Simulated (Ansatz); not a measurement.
## Two states of RbEuF₃

```
Eu F Rb
1.0
     4.88947    0.00000    0.00000
     0.00000    4.88947    0.00000
     0.00000    0.00000    4.88947
Eu F Rb
1 3 1
Direct
  0.00000 0.00000 0.00000
  0.50000 0.00000 0.00000
  0.00000 0.50000 0.00000
  0.00000 0.00000 0.50000
  0.50000 0.50000 0.50000
```

Level: r2SCAN; 500 eV; 5×5×5 Γ-centred mesh; gaussian occupations (width 0.0107 eV); Ansatz 0.2.0, fixed geometry.

State A: Eu1 up (collinear spin). State B: no moments (no spin polarisation).

Q: Which state is lower, and how do they differ?

A: State A is lower by 1569.3 meV an atom at zero smearing.

```csv
state,free energy (meV/atom),largest moment in a small sphere (μB),net moment (μB/cell),gap on mesh (eV),pressure (GPa),largest force (eV/Å)
A,0.0,6.72,6.98,metal,-3.4,0.00
B,1569.1,0.00,0.00,metal,-4.5,0.00
```

Origin: a known structure type with other elements, at an estimated volume, so it need not be a known compound. Caveats: semilocal functionals often miss the gap of such magnets; f shells without a U or exact exchange are poorly placed; open f shell without moments; odd electron count without spin polarisation, so a magnetic state may lie lower.
